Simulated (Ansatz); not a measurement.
MgCu4Sn: do energies and stresses tell the same story?

Level of theory: DFT PBEsol, scalar-relativistic, plane waves, PAW (Ansatz).

Settings: cutoff 420 eV, Γ-centred mesh 10×10×10 on the computed 6-atom cell, Gaussian smearing of 0.10 eV; no spin polarisation.

Relaxed cell: F-43m, a = 6.964 Å, b = 6.964 Å, c = 6.964 Å, α = 90.00°, β = 90.00°, γ = 90.00°, 6 atoms in the primitive cell. Whether it is the stable form of this composition wasn't checked.

Energies at zero smearing and pressures from the stress tensor, at volumes with shape and atoms relaxed:
```json
{"V (Å³/atom)": "12.385", "E − E(first) (meV/atom)": "0.00", "P (GPa)": "20.54"}
{"V (Å³/atom)": "12.807", "E − E(first) (meV/atom)": "-45.19", "P (GPa)": "13.97"}
{"V (Å³/atom)": "13.230", "E − E(first) (meV/atom)": "-74.53", "P (GPa)": "8.47"}
{"V (Å³/atom)": "13.652", "E − E(first) (meV/atom)": "-90.60", "P (GPa)": "3.87"}
{"V (Å³/atom)": "14.074", "E − E(first) (meV/atom)": "-95.57", "P (GPa)": "0.02"}
{"V (Å³/atom)": "14.496", "E − E(first) (meV/atom)": "-91.24", "P (GPa)": "-3.20"}
{"V (Å³/atom)": "14.919", "E − E(first) (meV/atom)": "-79.13", "P (GPa)": "-5.90"}
{"V (Å³/atom)": "15.481", "E − E(first) (meV/atom)": "-53.09", "P (GPa)": "-8.81"}
```

Problem. Check P = −dE/dV between neighbouring volumes, and get the bulk modulus from the pressures alone.

Solution. With 1 eV/Å³ = 160.2 GPa:
```tsv
middle V (Å³/atom)	−ΔE/ΔV (GPa)	mean P (GPa)
12.596	17.149	17.255
13.019	11.134	11.222
13.441	6.098	6.173
13.863	1.884	1.947
14.285	-1.642	-1.591
14.707	-4.594	-4.550
15.200	-7.414	-7.353
```

The two differ by 0.11 GPa at most. The mean of two end pressures misses the average over a step by about ΔV² P″/12, up to 0.10 GPa here; with that taken off 0.01 GPa remains. Around V = 14.074 Å³/atom, the two neighbours give B = −V ΔP/ΔV = 14.074 × 7.07 / 0.844 = 117.9 GPa, against B0 = 117.1 GPa from the Birch–Murnaghan fit of the energies.

Cost: 9 runs of about 13 core-minutes in all, on Arm Neoverse V1 (shared hosts).